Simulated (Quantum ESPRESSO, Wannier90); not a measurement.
Tight-binding from DFT: SnS₂ (I-42d)

```
begin unit_cell_cart
ang
    5.9265000000    0.0000000000    0.0000000000
    0.0000000000    5.9265000000    0.0000000000
   -2.9632500000   -2.9632500000    4.9111200000
end unit_cell_cart
begin atoms_frac
Sn   0.2500000000 -0.2500000000  0.5000000000
Sn   0.0000000000  0.0000000000  0.0000000000
S   -0.1197400000 -0.1250000000  0.2500000000
S   -0.3750000000  0.1197400000 -0.2500000000
S    0.3697400000  0.3750000000  0.2500000000
S    0.1250000000 -0.3697400000 -0.2500000000
end atoms_frac
```

Materials Project entry mp-1002063; symmetrised, unrelaxed at this level. Not found in the COD (Crystallography Open Database) copy used, which has the formula in other groups; not checked further. Level: PBEsol, spinors with spin-orbit coupling; pw.x of Quantum ESPRESSO at 58 Ry with PseudoDojo potentials, 4×4×4 k-points, Wannier90. Density: 6×6×6 mesh, cold smearing 0.01 Ry.

A tight-binding model is made by disentanglement and projection with no localisation steps (num_iter = 0), so the 48 orbitals stay atom-like: hydrogen-like Sn: s;p; S: s;p, axes along x, y, z; frozen window up to 3.35 eV relative to the valence-band maximum. It follows pw.x to 1.5 meV rms for states up to 2.8 eV relative to the valence-band maximum. Matrix elements depend on this choice of orbitals and windows.

The 20 largest hoppings ⟨m,0|H|n,R⟩ between different sites (one of each Hermitian pair; signs follow the real orbitals' lobes; the list may end inside a set of equal values):

| m | n | R | distance of the centres (Å) | t (eV) | Im t (eV) |
|---|---|---|---|---|---|
| S3 py↑ | Sn1 s↑ | 0 0 0 | 2.42 | 1.505 | -0.002 |
| S3 py↑ | Sn2 s↑ | 0 0 0 | 2.42 | -1.505 | -0.002 |
| S4 px↑ | Sn2 s↑ | 0 0 0 | 2.42 | -1.505 | -0.002 |
| S5 py↓ | Sn2 s↓ | 0 0 0 | 2.42 | 1.505 | -0.002 |
| S5 py↓ | Sn1 s↓ | 0 1 0 | 2.42 | -1.505 | -0.002 |
| Sn1 s↑ | S4 px↑ | 1 0 1 | 2.42 | 1.505 | 0.002 |
| S4 px↓ | Sn2 s↓ | 0 0 0 | 2.42 | -1.505 | 0.002 |
| S5 py↑ | Sn2 s↑ | 0 0 0 | 2.42 | 1.505 | 0.002 |
| S6 px↑ | Sn2 s↑ | 0 0 0 | 2.42 | 1.505 | 0.002 |
| S6 px↓ | Sn2 s↓ | 0 0 0 | 2.42 | 1.505 | -0.002 |
| Sn1 s↑ | S6 px↑ | 0 0 1 | 2.42 | -1.505 | -0.002 |
| Sn1 s↓ | S6 px↓ | 0 0 1 | 2.42 | -1.505 | 0.002 |
| S5 py↑ | Sn1 s↑ | 0 1 0 | 2.42 | -1.505 | 0.002 |
| Sn1 s↓ | S4 px↓ | 1 0 1 | 2.42 | 1.505 | -0.002 |
| S3 py↓ | Sn1 s↓ | 0 0 0 | 2.42 | 1.505 | 0.002 |
| S3 py↓ | Sn2 s↓ | 0 0 0 | 2.42 | -1.505 | 0.002 |
| S3 s↑ | Sn2 px↑ | 0 0 0 | 2.42 | 1.453 | 0.000 |
| S4 s↓ | Sn2 py↓ | 0 0 0 | 2.42 | -1.453 | 0.000 |
| S6 s↑ | Sn2 py↑ | 0 0 0 | 2.42 | 1.453 | 0.000 |
| Sn1 py↓ | S6 s↓ | 0 0 1 | 2.42 | 1.453 | 0.000 |
